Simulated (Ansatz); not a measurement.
Relax this structure to zero stress and force, keeping its symmetry:

```cif
data_structure
_symmetry_space_group_name_H-M 'I-4m2'
_symmetry_Int_Tables_number 119
_cell_length_a 4.2065
_cell_length_b 4.2065
_cell_length_c 17.9820
_cell_angle_alpha 90.000
_cell_angle_beta 90.000
_cell_angle_gamma 90.000
_cell_volume 318.18
loop_
_atom_site_label
_atom_site_type_symbol
_atom_site_symmetry_multiplicity
_atom_site_Wyckoff_symbol
_atom_site_fract_x
_atom_site_fract_y
_atom_site_fract_z
_atom_site_occupancy
In1 In 4 e 0.00000 0.00000 0.33722 1
Ga1 Ga 2 a 0.00000 0.00000 0.00000 1
As1 As 2 d 0.50000 0.00000 0.25000 1
As2 As 4 f 0.00000 0.50000 0.07492 1
```

Level of theory: DFT r2SCAN, scalar-relativistic, plane waves, PAW in Ansatz.

Cutoff 500 eV; k points 12×12×12 on the computed 6-atom cell (Γ-centred); Gaussian smearing, width 0.01 eV; no spin polarisation.

Q: What does it relax to?

A: The volume doesn't move by more than 0.01 Å³/atom to 26.51 Å³/atom, and the energy changes by under 0.1 meV/atom. Final structure:
```
In Ga As
1.0
    -2.10323    2.10323    8.99100
     2.10323   -2.10323    8.99100
     2.10323    2.10323   -8.99100
In Ga As
2 1 3
Direct
  0.33722 0.33722 0.00000
  0.66278 0.66278 0.00000
  0.00000 0.00000 0.00000
  0.25000 0.75000 0.50000
  0.57492 0.07492 0.50000
  0.92508 0.42508 0.50000
```